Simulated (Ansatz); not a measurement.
CaAlSiH:
```xyz
4
Lattice="4.1262 0.0000 0.0000 -2.0631 3.5734 0.0000 0.0000 0.0000 4.7300" Properties=species:S:1:pos:R:3 pbc="T T T"
Ca     0.0000     0.0000     4.7187
Al     2.0631     1.1911     2.1547
Si     0.0000     2.3823     2.6699
H      2.0631     1.1911     0.4215
```

Relaxed with r²SCAN. Special points in fractions of this cell's reciprocal vectors: Γ (0.000, 0.000, 0.000); M (0.500, 0.000, 0.000); K (0.333, 0.333, 0.000); A (0.000, 0.000, 0.500); L (0.500, 0.000, 0.500); H (0.333, 0.333, 0.500).

### Question
List the band energies nearest the valence-band maximum at these points for plane-wave PAW r²SCAN (Ansatz code).

### Answer
In eV from the valence-band maximum; about four levels below and three above (degenerate sets whole), none deeper than 8.9 eV; points with the same levels are listed once.

```json
[
 {"k": "Γ", "below": "-4.80 -1.89 -0.78 -0.78", "above": "2.03 2.95 2.95"},
 {"k": "M", "below": "-6.95 -3.44 -1.86 -0.82", "above": "0.63 2.39 2.79"},
 {"k": "K", "below": "-7.08 -4.16 -2.81 -0.76", "above": "1.15 2.70 3.65"},
 {"k": "A", "below": "-6.76 -0.35 -0.35 0.00", "above": "1.77 1.77 2.66 2.66"},
 {"k": "L", "below": "-6.27 -4.84 -2.06 -2.04", "above": "1.44 3.11 4.39"},
 {"k": "H", "below": "-6.49 -4.60 -3.61 -1.83", "above": "1.86 4.06 4.47"}
]
```

Space group P3m1. The workflow started from a Materials Project entry (that database holds measured and hypothetical structures alike); the Crystallography Open Database copy checked does not list it. Whether it is the stable phase at ambient conditions was not checked. The cell was relaxed with r²SCAN under the symmetry of its start; whether a distortion lowers the energy is not shown.

Potentials: the later of the program's two PAW sets.
